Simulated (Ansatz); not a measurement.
**Generalised stacking fault in Ti**

Level of theory: DFT PBEsol, scalar-relativistic, plane waves, PAW (Ansatz 0.2.0). Cutoff 420 eV, Γ-centred 19×19×4 k-points, Gaussian smearing of 0.15 eV. No spin polarisation. Energies are free energies at this smearing, counted from the undisturbed cell; pressure is positive in compression.

The undisturbed cell (as given, not relaxed at this level; it stands at -0.3 GPa; this fcc form isn't the usual structure):

```yaml
crystal:
  lattice:
    - [2.03000, -2.03000, 0.00000]
    - [2.03000, 0.00000, -2.03000]
    - [8.12000, 8.12000, 8.12000]
  atoms:
    - { symbol: Ti, position: [0.66667, 0.66667, 0.08332] }
    - { symbol: Ti, position: [0.00000, 0.00000, 0.91665] }
    - { symbol: Ti, position: [0.33333, 0.33333, 0.24998] }
    - { symbol: Ti, position: [0.66667, 0.66667, 0.58332] }
    - { symbol: Ti, position: [0.00000, 0.00000, 0.41665] }
    - { symbol: Ti, position: [0.33333, 0.33333, 0.74998] }
```

The cut lies on the cell's a–b face, a (1 1 1) plane (indices in the standard cell, whose axes needn't be the Cartesian ones shown) of area 7.14 Å², between layers 2.34 Å apart. Vector c is tilted by f times 1·a + 1·b (length 4.972 Å) with the atoms' Cartesian places fixed: one unrelaxed fault a cell. The cell is metallic on the mesh throughout.

| f | γ (mJ/m²) |
| --- | --- |
| 0.0000 | 0 |
| 0.0833 | 87 |
| 0.1667 | 294 |
| 0.2500 | 571 |
| 0.3333 | 747 |
| 0.4167 | 540 |
| 0.5000 | 191 |
| 0.5833 | -64 |
| 0.6667 | -163 |
| 0.7500 | -82 |
| 0.8333 | 56 |
| 0.9167 | 63 |

**Question.** Predict the shear traction, the slope of γ along the slip (GPa) at each point.

**Answer.**
```csv
f,"shear traction, the slope of γ along the slip (GPa)"
0.0000,0.0
0.0833,3.9
0.1667,5.9
0.2500,6.9
0.3333,0.0
0.4167,-8.6
0.5000,-7.3
0.5833,-4.7
0.6667,0.0
0.7500,3.4
0.8333,2.4
0.9167,-1.9
```